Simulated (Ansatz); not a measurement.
Every step of a relaxation of ZnPt

DFT, r2SCAN, PAW with Ansatz's default frozen-core files, scalar-relativistic (Ansatz 0.2.0); a Γ-centred 13×13×10 k mesh, Fermi–Dirac smearing of 0.05 eV, no spin polarisation. The run relaxes shape and atoms at held volume.

Command: `ansatz run input.yaml --threads 1 --pin off --max-ram 2048MiB --backend cpu --events-out ev --progress --plain --runs-dir out` It took 49 s on 1 thread of Arm Neoverse V1, with other jobs on the host, peak memory 0.41 GiB.

```yaml
crystal:
  lattice:
    - [2.4809087977, 0.0, 0.0]
    - [0.0, 2.4809087977, 0.0]
    - [0.0, 0.0, 3.0404992597]
  atoms:
    - { symbol: Zn, position: [0.5, 0.5, 0.5] }
    - { symbol: Pt, position: [0.0, 0.0, 0.0] }
kpoints:
  mp_grid: { grid: [13, 13, 10] }
scf:
  occupations: { method: fermi_dirac, width: 0.05 }
hamiltonian:
  xc: r2scan
  pseudopotentials: { kind: paw }
output:
  forces: true
  stress: true
relax:
  f_tol: 0.01
  max_steps: 30
  cell: { stress_tol: 0.29, fix: [volume] }
```

Each step lists its free energy a cell above the last geometry, the pressure, the cell vectors (Å), and Cartesian positions (Å) with forces (eV/Å).

The first step:

```
step 1  dF = 45.16 meV  P = 231.3 GPa
  cell 2.4809 0.0000 0.0000  0.0000 2.4809 0.0000  0.0000 0.0000 3.0405
  Zn 1.2405 1.2405 1.5203   0.0000 0.0000 0.0000
  Pt 0.0000 0.0000 0.0000   0.0000 0.0000 0.0000
```

Spin–orbit coupling is left out, which matters for the heavy atoms. The PAW files were made under PBE.

Q: Where does the relaxation end, and by which steps?

A: After 5 geometries, with conventional a, b, c = 2.546, 2.546, 2.887 Å, at 9.357 Å³/atom and 228.8 GPa in space group P4/mmm, with a shortest distance of 2.308 Å. The further steps:
```
step 2  dF = 17.44 meV  P = 230.2 GPa
  cell 2.5047 0.0000 0.0000  0.0000 2.5047 0.0000  0.0000 0.0000 2.9829
  Zn 1.2524 1.2524 1.4915   0.0000 0.0000 0.0000
  Pt 0.0000 0.0000 0.0000   0.0000 0.0000 0.0000
step 3  dF = 0.56 meV  P = 229.1 GPa
  cell 2.5382 0.0000 0.0000  0.0000 2.5382 0.0000  0.0000 0.0000 2.9047
  Zn 1.2691 1.2691 1.4524   0.0000 0.0000 0.0000
  Pt 0.0000 0.0000 0.0000   0.0000 0.0000 0.0000
step 4  dF = 0.08 meV  P = 228.8 GPa
  cell 2.5484 0.0000 0.0000  0.0000 2.5484 0.0000  0.0000 0.0000 2.8816
  Zn 1.2742 1.2742 1.4408   0.0000 0.0000 0.0000
  Pt 0.0000 0.0000 0.0000   0.0000 0.0000 0.0000
step 5  dF = 0.00 meV  P = 228.8 GPa
  cell 2.5458 0.0000 0.0000  0.0000 2.5458 0.0000  0.0000 0.0000 2.8874
  Zn 1.2729 1.2729 1.4437   0.0000 0.0000 0.0000
  Pt 0.0000 0.0000 0.0000   0.0000 0.0000 0.0000
step 6  dF = -0.22 meV  P = 228.8 GPa  (same geometry on a basis chosen anew; earlier energies don't compare to the last digit)
  cell 2.5458 0.0000 0.0000  0.0000 2.5458 0.0000  0.0000 0.0000 2.8874
  Zn 1.2729 1.2729 1.4437   0.0000 0.0000 0.0000
  Pt 0.0000 0.0000 0.0000   0.0000 0.0000 0.0000
```
